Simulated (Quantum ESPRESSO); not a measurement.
# W3Zn3AlLi: input and log of a self-consistent run

Simulated, not a measurement. The program is pw.x of Quantum ESPRESSO 7.5 (plane-wave density functional theory). The cell is made up: eight metal atoms on a face-centred cubic lattice, with elements, volume, strain and displacements drawn at random and not relaxed, so it may be unstable or far from any real phase. PseudoDojo standard norm-conserving files set the functional (PBE unless stated); there is no spin polarisation or spin-orbit coupling, the Fermi-Dirac width of 0.25 eV means electrons at about 2900 K, and the masses in the input are unused placeholders. Heavy elements are run without spin-orbit coupling, which real alloys of them have. A spin test at this wide smearing found no moment, but such smearing suppresses magnetism that the real alloy may have.

Input:

```
&control calculation='scf', pseudo_dir='./dojo.nc.sr.pbe.v0_5.standard.upf', outdir='./o', disk_io='minimal', tprnfor=.true., tstress=.true. /
&system ibrav=0, nat=8, ntyp=4, nbnd=66, ecutwfc=84.00895049, nosym=.true., tot_charge=0,
 occupations='smearing', smearing='fd', degauss=0.0183746611
/
&electrons conv_thr=1.470e-08, electron_maxstep=70, mixing_beta=0.5 /
ATOMIC_SPECIES
Al 1.0 Al.upf
Li 1.0 Li.upf
W 1.0 W.upf
Zn 1.0 Zn.upf
CELL_PARAMETERS angstrom
2.1327 4.1512 2.0616
2.0473 -4.133 2.1107
2.0203 0.0581 -6.1887
ATOMIC_POSITIONS angstrom
W -0.0047 0.0945 -0.0487
Zn 2.0052 -2.0113 0.0434
W 2.0794 0.0837 -1.956
Zn 4.0841 -2.0779 -1.9663
Al 2.1016 -0.0302 2.0778
Zn 2.1865 2.2242 0.08
W 4.1131 0.0419 0.0072
Li 4.1809 2.2906 -2.0536
K_POINTS automatic
5 5 4 1 1 1
```

The log is shortened where brackets say so; the opening notice, blank lines, dates and the lines on written files are dropped, and the path of the files is cut. It prints rydbergs, bohrs and kilobars, and counts compression as positive stress. Its total energy is the free energy E - TS of the whole cell.

```
     Program PWSCF v.7.5
     Parallel version (MPI & OpenMP), running on       4 processor cores
     Number of MPI processes:                 4
     Threads/MPI process:                     1
     [start-up lines left out]
     bravais-lattice index     =            0
     lattice parameter (alat)  =       9.6415  a.u.
     unit-cell volume          =     958.5725 (a.u.)^3
     number of atoms/cell      =            8
     number of atomic types    =            4
     number of electrons       =       108.00
     number of Kohn-Sham states=           66
     kinetic-energy cutoff     =      84.0090  Ry
     charge density cutoff     =     336.0358  Ry
     scf convergence threshold =      1.5E-08
     mixing beta               =       0.5000
     number of iterations used =            8  plain     mixing
     Exchange-correlation= PBE
                           (   1   4   3   4   0   0   0)
     [axes and pseudopotential details left out]
   Cartesian axes
     site n.     atom                  positions (alat units)
         1        W      tau(   1) = (  -0.0009212   0.0185219  -0.0095452  )
         2        Zn     tau(   2) = (   0.3930174  -0.3942129   0.0085064  )
         3        W      tau(   3) = (   0.4075605   0.0164051  -0.3833742  )
         4        Zn     tau(   4) = (   0.8004798  -0.4072665  -0.3853930  )
         5        Al     tau(   5) = (   0.4119117  -0.0059192   0.4072469  )
         6        Zn     tau(   6) = (   0.4285520   0.4359412   0.0156799  )
         7        W      tau(   7) = (   0.8061638   0.0082124   0.0014112  )
         8        Li     tau(   8) = (   0.8194525   0.4489555  -0.4025037  )
     number of k points=    50  Fermi-Dirac smearing, width (Ry)=  0.0184
                       cart. coord. in units 2pi/alat
        k(    1) = (   0.2617332  -0.0028027  -0.0176356), wk =   0.0400000
        k(    2) = (   0.4169237  -0.0053239  -0.1731014), wk =   0.0400000
     [further k points left out]
     Dense  grid:    99735 G-vectors     FFT dimensions: (  60,  60,  72)
     Estimated max dynamical RAM per process >     342.91 MB
     Estimated total dynamical RAM >       1.27 GB
     Initial potential from superposition of free atoms
     starting charge     107.9911, renormalised to     108.0000
     Starting wfcs are   66 randomized atomic wfcs
     total cpu time spent up to now is        4.8 secs
     per-process dynamical memory:   270.5 Mb
     Self-consistent Calculation
     iteration #  1     ecut=    84.01 Ry     beta= 0.50
     Davidson diagonalization with overlap
     ethr =  1.00E-02,  avg # of iterations =  5.4
     Threshold (ethr) on eigenvalues was too large:
     Diagonalizing with lowered threshold
     Davidson diagonalization with overlap
     ethr =  3.99E-04,  avg # of iterations =  2.2
     total cpu time spent up to now is       28.5 secs
     total energy              =   -1727.97692386 Ry
     estimated scf accuracy    <       0.43853598 Ry
     iteration #  2     ecut=    84.01 Ry     beta= 0.50
     Davidson diagonalization with overlap
     ethr =  4.06E-04,  avg # of iterations =  2.2
     total cpu time spent up to now is       39.7 secs
     total energy              =   -1728.07366115 Ry
     estimated scf accuracy    <       0.21408307 Ry
     iteration #  3     ecut=    84.01 Ry     beta= 0.50
     Davidson diagonalization with overlap
     ethr =  1.98E-04,  avg # of iterations =  2.4
     total cpu time spent up to now is       50.1 secs
     total energy              =   -1728.09709490 Ry
     estimated scf accuracy    <       0.09360866 Ry
     iteration #  4     ecut=    84.01 Ry     beta= 0.50
     Davidson diagonalization with overlap
     ethr =  8.67E-05,  avg # of iterations =  2.8
     total cpu time spent up to now is       60.7 secs
     total energy              =   -1728.10037465 Ry
     estimated scf accuracy    <       0.22910532 Ry
     iteration #  5     ecut=    84.01 Ry     beta= 0.50
     Davidson diagonalization with overlap
     ethr =  8.67E-05,  avg # of iterations =  2.2
     total cpu time spent up to now is       70.4 secs
     total energy              =   -1728.11772214 Ry
     estimated scf accuracy    <       0.00805810 Ry
     [iterations 6 to 7 left out]
     iteration #  8     ecut=    84.01 Ry     beta= 0.50
     Davidson diagonalization with overlap
     ethr =  4.09E-07,  avg # of iterations =  2.8
     total cpu time spent up to now is      102.6 secs
     total energy              =   -1728.11956223 Ry
     estimated scf accuracy    <       0.00007124 Ry
     iteration #  9     ecut=    84.01 Ry     beta= 0.50
     Davidson diagonalization with overlap
     ethr =  6.60E-08,  avg # of iterations =  2.3
     total cpu time spent up to now is      112.6 secs
     total energy              =   -1728.11957587 Ry
     estimated scf accuracy    <       0.00000877 Ry
     iteration # 10     ecut=    84.01 Ry     beta= 0.50
     Davidson diagonalization with overlap
     ethr =  8.12E-09,  avg # of iterations =  2.9
     total cpu time spent up to now is      123.7 secs
     total energy              =   -1728.11957703 Ry
     estimated scf accuracy    <       0.00000074 Ry
     iteration # 11     ecut=    84.01 Ry     beta= 0.50
     Davidson diagonalization with overlap
     ethr =  6.88E-10,  avg # of iterations =  3.9
     total cpu time spent up to now is      135.7 secs
     total energy              =   -1728.11957719 Ry
     estimated scf accuracy    <       0.00000006 Ry
     iteration # 12     ecut=    84.01 Ry     beta= 0.50
     Davidson diagonalization with overlap
     ethr =  5.44E-11,  avg # of iterations =  2.9
     total cpu time spent up to now is      146.8 secs
     End of self-consistent calculation
     [lines on levels left out]
!    total energy              =   -1728.11957720 Ry
     estimated scf accuracy    <          7.2E-09 Ry
     smearing contrib. (-TS)   =      -0.09258400 Ry
     internal energy E=F+TS    =   -1728.02699320 Ry
     The total energy is F=E-TS. E is the sum of the following terms:
     one-electron contribution =   -1159.82067333 Ry
     hartree contribution      =     607.30650469 Ry
     xc contribution           =    -238.80085041 Ry
     ewald contribution        =    -936.71197415 Ry
     convergence has been achieved in  12 iterations
     Forces acting on atoms (cartesian axes, Ry/au):
     atom    1 type  3   force =     0.00315707   -0.00221925    0.00140031
     atom    2 type  4   force =     0.00631765   -0.00126248   -0.00238186
     atom    3 type  3   force =    -0.00657116    0.01154448    0.03304108
     atom    4 type  4   force =    -0.00260263    0.01017593    0.00117667
     atom    5 type  1   force =    -0.00271864    0.00589626    0.00759291
     atom    6 type  4   force =     0.00121997   -0.01509400   -0.01434624
     atom    7 type  3   force =     0.00554548    0.00738864   -0.02669283
     atom    8 type  2   force =    -0.00434774   -0.01642958    0.00020996
     Total force =     0.055368     Total SCF correction =     0.000157
     Computing stress (Cartesian axis) and pressure
          total   stress  (Ry/bohr**3)                   (kbar)     P=     -172.53
  -0.00138219  -0.00009451   0.00002335         -203.33      -13.90        3.43
  -0.00009451  -0.00076724  -0.00000410          -13.90     -112.86       -0.60
   0.00002335  -0.00000410  -0.00136910            3.43       -0.60     -201.40
     init_run     :      4.61s CPU      4.78s WALL (       1 calls)
     electrons    :    140.77s CPU    141.95s WALL (       1 calls)
     forces       :      1.79s CPU      1.80s WALL (       1 calls)
     stress       :      6.22s CPU      6.43s WALL (       1 calls)
     [timing details left out]
     PWSCF        :   2m33.49s CPU   2m35.10s WALL
     JOB DONE.
```

In other units: free energy -23512.265 eV for the cell, pressure -17.25 GPa, largest force component 0.850 eV/Å in size. The run took 157 s of wall time with four MPI processes on a shared machine (Intel Xeon, 2023 or later, virtual cores), so the time is rough. A rerun of this cell at a higher cutoff and on a denser mesh moved values by no more than 0.009 eV in energy, 0.03 GPa in stress and 0.008 eV/Å in force, and a second program with other atomic files agreed on that cell to 2 % rms in force and 0.5 GPa in pressure.